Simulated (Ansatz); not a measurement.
Ti$_{2}$C:
```
Ti2C
1.0
    0.00000     4.31000     4.31000
    4.31000     0.00000     4.31000
    4.31000     4.31000     0.00000
Ti C
8 4
Direct
  0.35603   0.88132   0.88132
  0.36868   0.36868   0.89397
  0.88132   0.35603   0.88132
  0.36868   0.36868   0.36868
  0.88132   0.88132   0.88132
  0.36868   0.89397   0.36868
  0.88132   0.88132   0.35603
  0.89397   0.36868   0.36868
  0.12500   0.12500   0.12500
  0.62500   0.12500   0.12500
  0.12500   0.12500   0.62500
  0.12500   0.62500   0.12500
```

Relaxed with r²SCAN. Special points in fractions of this cell's reciprocal vectors: Γ (0.000, 0.000, 0.000); X (0.500, 0.000, 0.500); U (0.625, 0.250, 0.625); K (0.375, 0.375, 0.750); L (0.500, 0.500, 0.500); W (0.500, 0.250, 0.750).

Q: List the band energies nearest the Fermi level at these points for r²SCAN (plane waves, PAW; program Ansatz).

A: In eV from the Fermi level; about four levels below and three above (degenerate sets whole), none deeper than 8.9 eV; points with the same levels are listed once.

```json
[
 {"k": "Γ", "below": "-1.56 -1.56 -0.83 -0.83 -0.83", "above": "0.18 0.85 0.85 0.85"},
 {"k": "X", "below": "-0.56 -0.56 -0.47 -0.47", "above": "0.40 0.40 0.53 0.53"},
 {"k": "U", "below": "-0.45 -0.29 -0.15 -0.07", "above": "0.46 0.52 0.63"},
 {"k": "L", "below": "-0.92 -0.69 -0.69 -0.22", "above": "0.41 0.83 0.83"},
 {"k": "W", "below": "-0.31 -0.31 -0.30 -0.30", "above": "0.23 0.23 0.42 0.42"}
]
```

Space group Fd-3m. The first step of the workflow began from a Materials Project structure, measured or hypothetical; the Crystallography Open Database copy checked does not list it. Whether it is the stable phase at ambient conditions was not checked. The r²SCAN relaxation kept the symmetry of its start; of distortions, only those at the zone centre were tested. The run is not spin-polarised.

Potentials: the later of the program's two PAW sets.
